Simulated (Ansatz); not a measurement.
## Structure relaxation, Rh

The start is a relaxed Rh cell, doubled along one cell vector, shaken by Gaussian noise of σ = 0.08 Å a coordinate. The structure is fully relaxed (lattice and positions, P = 0) with r2SCAN (plane waves to 500 eV, PAW, scalar-relativistic; Ansatz, an electronic-structure program). First-step values are on the input's coarse k-mesh.

Ansatz input (later rounds restart from its end on a renewed k-mesh):
Ansatz 0.2 input:
```yaml
crystal:
  lattice:
    - [5.0245841948, 0, 0]
    - [0, 2.5122920974, 0]
    - [0, 0, 2.5122920974]
  atoms:
    - { symbol: Rh, position: [0.0190738388, 0.0136943072, 0.0305673364] }
    - { symbol: Rh, position: [0.5031048271, 0.0684711669, -0.0145026257] }
basis: { ecutwfc: 500, ecutrho_ratio: 4, xc_grid: 4, fft_grid_basis: typed }
kpoints: { mp_grid: { grid: [7, 13, 13] } }
hamiltonian:
  xc: r2scan
  dispersion: none
  pseudopotentials: { azcp: { folder: ./paw }, kind: paw }
scf: { occupations: { method: fermi_dirac, width: 0.05 } }
relax: { f_tol: 0.01, max_steps: 100, cell: { stress_tol: 0.02 } }
output: { forces: true, stress: true }
```

### Question
What is the largest force in the starting geometry, and on which atom (counted from 1)?

### Answer
0.42 eV/Å, on Rh1, Rh2 (atoms numbered as listed).

### Question
How much energy is released per atom?

### Answer
0.46 eV/atom.

### Question
How does the volume change?

### Answer
-4.9 %, from 15.86 to 15.08 Å³/atom.

### Question
Does it find its way back to the structure it was made from?

### Answer
It does not go back: it reaches I4/mmm (No. 139), 0.45 eV/atom below the parent.

### Question
How do the shortest distances between atoms change?

### Answer
The closest pairs of elements (up to four, under 3.6 Å), start → end: Rh–Rh 2.44 → 2.41 Å.

Final values are on a 18×18×11 k-mesh of the relaxed cell. No spin polarisation in the result.

The run could not lose the symmetry of its start, so the end can be a saddle point.

The relaxed structure here is a generated cell of Rh: the first start was made by placing the elements on the sites of a structure type, and the end was not matched to a known phase here, so it may be hypothetical. Known forms of Rh include space group No. 225.
